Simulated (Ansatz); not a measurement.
# Fields on a plane of NiSi2 (fluorite type, space group Fm-3m)

```
CELL_PARAMETERS angstrom
      0.00000     2.69488     2.69488
      2.69488     0.00000     2.69488
      2.69488     2.69488     0.00000
ATOMIC_POSITIONS crystal
  Ni 0.00000 0.00000 0.00000
  Si 0.25000 0.25000 0.25000
  Si 0.75000 0.75000 0.75000
```

The slice is a {111} plane (indices of the conventional cell) through the point (0.000, 0.000, 0.000) (fractional), spanned by u = [100] and v = [-1 2 0] in vectors of this cell: u (3.81 Å) and v (6.60 Å, at 90° to u). It covers one period; positions are fractions (u, v).

Atoms on it: Ni at (0.00, 0.00); Ni at (0.50, 0.50). Other atoms lie within 1 Å of the plane.

The numbers are results of PBEsol (plane waves to 420 eV, PAW, scalar-relativistic; Ansatz, an electronic-structure program), not measurements. k mesh 15×15×15. Inside the PAW spheres the values are not all-electron values, and peaks at nuclei hang on which shells count as valence. NiSi2 is run without spin polarisation. NiSi2 was relaxed with its symmetry unable to fall. The PAW data are Ansatz's earlier set.

```
|xxxxx8866688xxxx|
|xxxx464101464xxx|
|xxx164xxxxx471xx|
|xx5873xxxxx3785x|
|679982xxxxx28997|
|457984xxxxx48975|
|xx36863xxx36863x|
|xxx48975457984xx|
|xxx28997679982xx|
|xxx3785xxx5873xx|
|xxx461xxxxx174xx|
|01464xxxxxxx4641|
|6688xxxxxxxxx886|
|8998xxxxxxxxx899|
|6688xxxxxxxxx886|
|01464xxxxxxx4641|
|xxx471xxxxx164xx|
|xxx3785xxx5873xx|
|xxx28997679982xx|
|xxx48975457984xx|
|xx36863xxx36863x|
|457984xxxxx48975|
|679982xxxxx28997|
|xx5873xxxxx3785x|
|xxx174xxxxx461xx|
|xxxx464101464xxx|
|xxxxx8866688xxxx|
|xxxxx8998998xxxx|
```
Scale: ten equal steps from 0.26 (start of '0') to 6.40 (end of '9'), in the order '0123456789'. Values: electrostatic potential energy of an electron, from the cell's mean, in eV. The map has 16 points along u (one character each, u = 0 at the left) and 28 along v (v = 0 in the bottom row). Points within 1 Å of a nucleus are blanked (x), as the pseudised field means little there. The zero, the cell's mean, hangs on the PAW cores.

```
v \ u  0.00  0.12  0.25  0.38  0.50  0.62  0.75  0.88
-----  ----  ----  ----  ----  ----  ----  ----  ----
0.86   0.21  0.26  0.56  0.64  0.43  0.64  0.56  0.26
0.71   0.53  0.63  0.62  0.62  0.65  0.62  0.62  0.63
0.57   0.64  0.65  0.29  0.24     x  0.24  0.29  0.65
0.43   0.64  0.65  0.29  0.24     x  0.24  0.29  0.65
0.29   0.53  0.63  0.62  0.62  0.65  0.62  0.62  0.63
0.14   0.21  0.26  0.56  0.64  0.43  0.64  0.56  0.26
0.00      x     x  0.20  0.56  0.63  0.56  0.20     x
```

Values: electron localisation function (ELF). Points within 0.5 Å of a nucleus are blanked (x), as the pseudised field means little there.
